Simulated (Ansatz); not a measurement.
The start is a generated trial cell of Sb in the trigonal-Se structure type. Cell shape, volume and atoms are optimised at zero target pressure with r2SCAN (plane waves to 500 eV, PAW, scalar-relativistic; Ansatz, a first-principles code). The first steps use a coarse 7×7×6 k-mesh.

The start:
```yaml
crystal:
  lattice:
    - [5.11463, 0.00000, 0.00000]
    - [-2.55732, 4.42940, 0.00000]
    - [0.00000, 0.00000, 5.80272]
  atoms:
    - { symbol: Sb, position: [0.22540, 0.00000, 0.83333] }
    - { symbol: Sb, position: [0.00000, 0.22540, 0.16667] }
    - { symbol: Sb, position: [0.77460, 0.77460, 0.50000] }
```

Question: Which atoms feel the largest initial force, and how large is it?

Answer: 0.35 eV/Å, on Sb1, Sb2, Sb3 (atoms numbered as listed).

Question: What symmetry does the relaxed structure have?

Answer: The space group goes from P3₁21 (No. 152) to Pm-3m (No. 221); the end is AFLOW prototype A_cP1_221_a (A_h), with 1 atom in the primitive cell.

Question: How much energy is released per atom?

Answer: 0.60 eV/atom.

Question: How do the shortest distances between atoms change?

Answer: The closest pairs of elements (up to four, under 3.6 Å), start → end: Sb–Sb 2.78 → 3.08 Å.

Question: What band gap does the relaxed structure have at this level?

Answer: No gap (metallic).

Final values are on a 15×15×15 k-mesh of the relaxed cell. No spin polarisation in the result. The relaxed primitive cell holds an odd number of electrons. A magnetic state may lie lower.

The run could not lose the symmetry of its start: the end is stationary, and may be a saddle point rather than a minimum.

The relaxed structure here is a generated cell of Sb: the first start was made by placing the elements on the sites of a structure type, and the end was not matched to a known phase here, so it may be hypothetical. Known forms of Sb include space group No. 166.
